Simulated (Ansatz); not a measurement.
A trial structure of TaH4 was built thus: random cell by space group and Wyckoff sites (P4_2/nmc, No. 137). The dimensions are guesses.

```cif
data_structure
_symmetry_space_group_name_H-M 'P4_2/nmc:1'
_symmetry_Int_Tables_number 137
_cell_length_a 3.8979
_cell_length_b 3.8979
_cell_length_c 7.4272
_cell_angle_alpha 90.000
_cell_angle_beta 90.000
_cell_angle_gamma 90.000
_cell_volume 112.85
loop_
_atom_site_label
_atom_site_type_symbol
_atom_site_symmetry_multiplicity
_atom_site_Wyckoff_symbol
_atom_site_fract_x
_atom_site_fract_y
_atom_site_fract_z
_atom_site_occupancy
Ta1 Ta 2 a 0.00000 0.00000 0.00000 1
H1 H 4 d 0.00000 0.50000 0.96967 1
H2 H 4 d 0.00000 0.50000 0.33021 1
```

All numbers below come from DFT PBE, scalar-relativistic, plane waves, PAW in Ansatz 0.2.0. Cutoff 420 eV, Gaussian smearing, Γ-centred meshes. Cell and atoms relax first on a coarse mesh, the cell is then made exact in the group found at 0.06 to 0.08 Å, and last on a converged mesh; the steps can't lower the symmetry of their start. No spin polarisation.

A guess keeps its type if space group and coordination stay and the shape of the cell changes little (axis ratios within about 15 %, angles within 6°); the volume may change.

Problem. Will the relaxed cell still be of the starting type?

Solution. It doesn't keep its type. The symmetry goes from P4_2/nmc (No. 137) to I4/mmm (No. 139), and the primitive cell from 10 to 5 atoms. The volume per atom shrinks by 7.7 %, from 11.3 to 10.4 Å³. The shortest distance goes from 1.04 Å (H–H) to 1.92 Å (Ta–H). Counting neighbours within 15 % of an atom's shortest distance, the start has H 1, Ta 4 and the end H 6, Ta 8. In detail, at the end around Ta lie 8 H at 1.92 Å and 4 Ta at 3.03 Å; H has 2 Ta at 1.92 Å, 4 H at 2.14 Å and 1 H at 2.35 Å.

```
Ta H
1.0
    -1.51436    1.51436    5.68028
     1.51436   -1.51436    5.68028
     1.51436    1.51436   -5.68028
Ta H
1 4
Cartesian
  0.0000 0.0000 0.0000
  0.0000 1.5144 1.1770
  1.5144 0.0000 1.1770
  1.5144 0.0000 4.5033
  0.0000 1.5144 4.5033
```

The zero of energy is the elements' standard structures at the same level (H₂ as a molecule); no fitted shifts are applied.

Problem. At what energy does it end?

Solution. +0.17 eV/atom. It can't be a ground state, since the elements alone are lower.

The last run used a 14×14×14 mesh for its 5-atom cell and Gaussian smearing of 0.10 eV. Weakly bound directions are ill-defined at this level, which has no dispersion term. These runs have no spin–orbit coupling, which can matter for Ta. The cell is a metal run without spin; a magnetic state may lie lower. With hydrogen, zero-point motion can shift formation energies by some tens of meV/atom. A structure relaxed within its symmetry needn't be a true minimum. Another cell of the same search, in Immm, lies 125 meV/atom lower, so this cell isn't the stable form at this level.
